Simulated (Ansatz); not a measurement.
Te$_{2}$Pd:
Space group R-3m, hexagonal axes (No. 166); a = 3.8887 Å, b = 3.8887 Å, c = 16.9023 Å, α = 90.00°, β = 90.00°, γ = 120.00°

```json
[
 {"atom": "Pd", "site": "3a", "symmetry": "-3m", "x": "0.0000", "y": "0.0000", "z": "0.0000"},
 {"atom": "Te", "site": "6c", "symmetry": "3m", "x": "0.0000", "y": "0.0000", "z": "0.2492"}
]
```
(The calculation used a cell of 3 atoms; values per cell refer to that cell.)

Relaxed with LDA.

**Question.** Decompose the optical modes at the zone centre into irreducible representations, and say which are infrared and Raman allowed.

**Answer.** Point group -3m: Γ_opt = A1g + A2u + Eg + Eu. Infrared: A2u, Eu. Raman: A1g, Eg.

**Question.** Assign frequencies (DFPT, DFT-LDA in the program Ansatz with PAW potentials).

**Answer.** Eg 98, A1g 130, A2u 188, Eu 193 cm⁻¹.

The cell is a constructed one: a structure type filled with these elements; neither database checked (COD, Materials Project) lists it. COD files the formula under space group No. 164. Its standing as an ambient phase is unchecked. Symmetry was held in the LDA relaxation; its stability against distortions is not shown here. The run is not spin-polarised. A crystal of weakly bound layers computed without a dispersion correction: the cell and the soft elastic constants depend strongly on that. As this level gives no gap, phonon frequencies hold no LO–TO term and depend on the k-mesh and smearing (Fermi–Dirac, 0.1 eV here). Spin–orbit coupling is left out wherever it is not named.

Potentials: the later of the program's two PAW sets.
